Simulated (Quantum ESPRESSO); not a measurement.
# Planted mistakes on one cell of Si3FO4N

The results below are calculated, not measured. They come from pw.x of Quantum ESPRESSO 7.5, a plane-wave density functional program, with PseudoDojo standard norm-conserving files (v0.5 for PBE, v0.4.1 for LDA and PBEsol). The cells are made up: elements, strain and atom displacements were drawn at random, and nothing was relaxed. There is no spin polarisation, spin-orbit coupling or dispersion term.

The cell has 9 sites of a quartz lattice. Sites 1 to 3 hold Si Si Si; sites 4 to 9 hold F O O O O N. Cell vectors in Å: (4.982, 0.069, 0.089); (-2.431, 4.196, -0.081); (0.097, -0.046, 5.378). Settings: PBE, cutoff 1143 eV, 5 x 5 x 4 k mesh shifted by half a step, Fermi-Dirac smearing of 0.025 eV.

The intended run has a self-consistency threshold of 1e-07 eV, a smearing term of 0.000 eV, a pressure of 16.36 GPa and 12 iterations. Each further run changes one thing: all lengths scaled by 1.0137; atoms of sites 4 and 8 exchanged; cutoff 696 eV; files of LDA; one electron added; smearing 0.65 eV; threshold 0.04 eV. A coarse mesh keeps the shift, and a charged cell sits in a uniform background.

```
run,change of free energy (eV),smearing term -TS (eV),change of P (GPa),largest change of a force component (eV/Å),iterations
A,3.266,0.000,-23.93,0.081,11
B,1.737,0.000,-8.77,0.663,12
C,8.689,-0.002,23.23,1.622,13
D,0.014,0.000,1.83,0.087,5
E,0.671,0.000,0.89,6.953,12
F,-0.203,-0.766,1.51,0.533,11
G,-0.359,0.000,-8.15,1.060,12
```

A rerun of the intended cell at 1437 eV and k mesh 7 x 7 x 6 moved values by no more than 0.003 eV in the cell's energy, 0.02 GPa in stress and 0.002 eV/Å in force.

Question: which change belongs to which run?

## Worked reading

Run D has the fewest iterations, as a run stopped early does. Run F has the largest smearing term, as wide smearing gives. Run A has a higher energy and the largest fall in pressure, as too small a basis gives. Run G changes the volume by a factor of 1.0417; minus its pressure change over the logarithm of that factor, 199 GPa, is a rough bulk modulus with clamped atoms. Energies from files of another functional, or of a charged cell, have another zero and say nothing on stability; the pressure of a charged cell rests on the program's zero of potential too.

## Key

| run | change |
| --- | --- |
| A | cutoff 696 eV |
| B | files of LDA |
| C | one electron added |
| D | threshold 0.04 eV |
| E | atoms of sites 4 and 8 exchanged |
| F | smearing 0.65 eV |
| G | all lengths scaled by 1.0137 |